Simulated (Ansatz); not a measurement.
Rb$_{2}$InAgF$_{6}$:
```yaml
crystal:
  lattice:
    - [0.00000, 4.35612, 4.35612]
    - [4.35612, 0.00000, 4.35612]
    - [4.35612, 4.35612, 0.00000]
  atoms:
    - { symbol: Rb, position: [0.25000, 0.25000, 0.25000] }
    - { symbol: Rb, position: [0.75000, 0.75000, 0.75000] }
    - { symbol: In, position: [0.00000, 0.00000, 0.00000] }
    - { symbol: Ag, position: [0.50000, 0.50000, 0.50000] }
    - { symbol: F, position: [0.23562, 0.23562, 0.76438] }
    - { symbol: F, position: [0.76438, 0.76438, 0.23562] }
    - { symbol: F, position: [0.76438, 0.23562, 0.23562] }
    - { symbol: F, position: [0.23562, 0.76438, 0.76438] }
    - { symbol: F, position: [0.23562, 0.76438, 0.23562] }
    - { symbol: F, position: [0.76438, 0.23562, 0.76438] }
```

x, y and z are the axes in which the lattice vectors are written.

Q: Give the high-frequency dielectric tensor and the Born effective charge tensors of the independent atoms from DFPT, LDA in the plane-wave PAW code Ansatz.

A: 
ε∞:
```
2.71  0.00  0.00
0.00  2.71  0.00
0.00  0.00  2.71
```
Z* of atom 1 (Rb), rows: field, columns: displacement, in e:
```
1.26  0.00  0.00
0.00  1.26  0.00
0.00  0.00  1.26
```
Z* of atom 3 (In), rows: field, columns: displacement, in e:
```
3.11  0.00  0.00
0.00  3.11  0.00
0.00  0.00  3.11
```
Z* of atom 4 (Ag), rows: field, columns: displacement, in e:
```
1.32  0.00  0.00
0.00  1.32  0.00
0.00  0.00  1.32
```
Z* of atom 5 (F), rows: field, columns: displacement, in e:
```
-0.90   0.00   0.00
 0.00  -0.90   0.00
 0.00   0.00  -1.67
```

Space group Fm-3m. The workflow started from a Materials Project entry (that database holds measured and hypothetical structures alike); the Crystallography Open Database copy checked does not list it. Its standing as an ambient phase is unchecked. The LDA relaxation kept the symmetry of its start. At this level the phase is dynamically unstable (imaginary phonons). The run is not spin-polarised. Scalar-relativistic: spin–orbit coupling is off unless named, which matters more the heavier the elements.

Potentials: the later of the program's two PAW sets.
